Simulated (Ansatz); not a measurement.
Theory: Ansatz 0.2.0, DFT PBE, scalar-relativistic, plane waves, PAW. Cutoff 420 eV, Γ-centred meshes of about 0.25 Å⁻¹ or finer for metals and 0.3 Å⁻¹ for insulators (2π included), Gaussian smearing. Collinear spin where magnetic atoms keep a moment.

All energies are static (0 K, no zero-point motion).

Compare these two cells of H3WCl4, each relaxed at this level.

1. (no moments)

Space group I4/m (No. 87). a = 11.119 Å, b = 11.119 Å, c = 3.392 Å, α = 90.00°, β = 90.00°, γ = 90.00°
```
atom  site  symmetry       x       y       z
   H    4d      -4.. 0.0000  0.5000  0.2500
   H    2b     4/m.. 0.0000  0.0000  0.5000
   W    2a     4/m.. 0.0000  0.0000  0.0000
  Cl    8h       m.. 0.3097  0.4227  0.5000
```

2. (ferromagnetic moments up to 0.4 μB)

Space group P-6m2 (No. 187). a = 3.374 Å, b = 3.374 Å, c = 16.316 Å, α = 90.00°, β = 90.00°, γ = 120.00°
```json
{"atom": "H", "site": "2i", "symmetry": "3m.", "x": "0.6667", "y": "0.3333", "z": "0.2964"}
{"atom": "H", "site": "1e", "symmetry": "-6m2", "x": "0.6667", "y": "0.3333", "z": "0.0000"}
{"atom": "W", "site": "1a", "symmetry": "-6m2", "x": "0.0000", "y": "0.0000", "z": "0.0000"}
{"atom": "Cl", "site": "2i", "symmetry": "3m.", "x": "0.6667", "y": "0.3333", "z": "0.3751"}
{"atom": "Cl", "site": "2h", "symmetry": "3m.", "x": "0.3333", "y": "0.6667", "z": "0.1134"}
```

Question: Which is lower in energy, and by how much?

Answer: They are level within the accuracy (2 meV/atom apart, with cell 1 the lower in these runs). Cell 1 has space group I4/m (No. 87), 26.2 Å³/atom and no gap on its mesh; cell 2 has space group P-6m2 (No. 187), 20.1 Å³/atom and no gap. Counting Cl or H atoms around W (for each partner element, those within 1.25 times its shortest distance or 1.15 times the sum of covalent radii, where it is the nearest in units of that sum or under 1.3), cell 1 has W 6 and cell 2 has W 9. Their magnetic states differ too. Both come from trial cells of a structure search, whose lowest cell (P1, 25.7 Å³/atom) lies 0.31 eV/atom below the lower of the two.

The k mesh leaves some 4 meV/atom of noise in the energy of each metallic cell. Weakly bound directions are ill-defined at this level, which has no dispersion term (I4/m, P-6m2), and this can change margins and order among such cells. Spin–orbit coupling, which can matter for W, is left out. In I4/m an odd number of electrons in the primitive cell allows no gap without spin; a larger cell or a magnetic state could open one. With hydrogen, zero-point motion can shift such differences by 10 meV/atom or more. A magnetic state wasn't ruled out in cells without spin, among them I4/m. The magnetic state reached may not be the lowest. Cells relaxed within their symmetry can be saddle points. Some types were kept out of the candidates beforehand, so the set may lack a known form.
